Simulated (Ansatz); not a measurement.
The relaxed structure here is a generated cell of CoPdO2: the first start was made by placing the elements on the sites of a structure type, and the end was not matched to a known phase here, so it may be hypothetical.

The start is a generated cell, CoPdO2 placed in the AFLOW prototype A2BC_oC8_38_e_a_b (as in CeNiC2). The structure is fully relaxed (lattice and positions, P = 0) with PBE (plane waves to 420 eV, PAW, scalar-relativistic; Ansatz, a first-principles code). The first steps use a coarse 6×7×7 k-mesh.

The start:
```yaml
crystal:
  lattice:
    - [3.67780, 0.00000, 0.00000]
    - [0.00000, 2.16018, 2.92421]
    - [0.00000, -2.16018, 2.92421]
  atoms:
    - { symbol: O, position: [0.50000, 0.55360, 0.86360] }
    - { symbol: O, position: [0.50000, 0.86360, 0.55360] }
    - { symbol: Co, position: [0.00000, 0.00000, 0.00000] }
    - { symbol: Pd, position: [0.50000, 0.38560, 0.38560] }
```
Spin-polarised start, with parallel moments on Co.

Task: How much energy is released per atom?

Result: 1.93 eV/atom.

Task: How does the volume change?

Result: +13.6 %, from 11.62 to 13.19 Å³/atom.

Task: How do the shortest distances between atoms change?

Result: The closest pairs of elements (up to four, under 3.6 Å), start → end: O–O 1.34 → 2.40 Å; O–Pd 1.81 → 2.06 Å; Co–O 2.60 → 1.85 Å; Co–Pd 2.91 → 2.68 Å.

Task: Is the relaxed structure metallic? Give its gap.

Result: Zero (metallic).

Task: What magnetic moments remain?

Result: Net 0.28 μB/atom, ferromagnetic.

Task: Write out the relaxed structure.

Result: 
Space group Amm2 (No. 38); a = 2.793 Å, b = 5.502 Å, c = 6.867 Å, α = β = γ = 90.00°

```csv
atom,site,symmetry,x,y,z
O,4e,m..,0.5000,0.2820,0.3669
Co,2a,mm2,0.0000,0.0000,0.8981
Pd,2b,mm2,0.5000,0.5000,0.0652
```
(The calculation used a cell of 4 atoms; values per cell refer to that cell.)

The space group stays Amm2 (No. 38) (the run could not lower it), with 4 atoms in the primitive magnetic cell. Final values are on a 17×11×11 k-mesh of the relaxed cell. Spin state reached: ferromagnetic (net 0.28 μB/atom), from parallel starting moments; other spin orders were not run from this start. No Hubbard U is applied. A magnetic insulating state can be missed without it.

The run could not lose the symmetry of its start, so the end can be a saddle point.
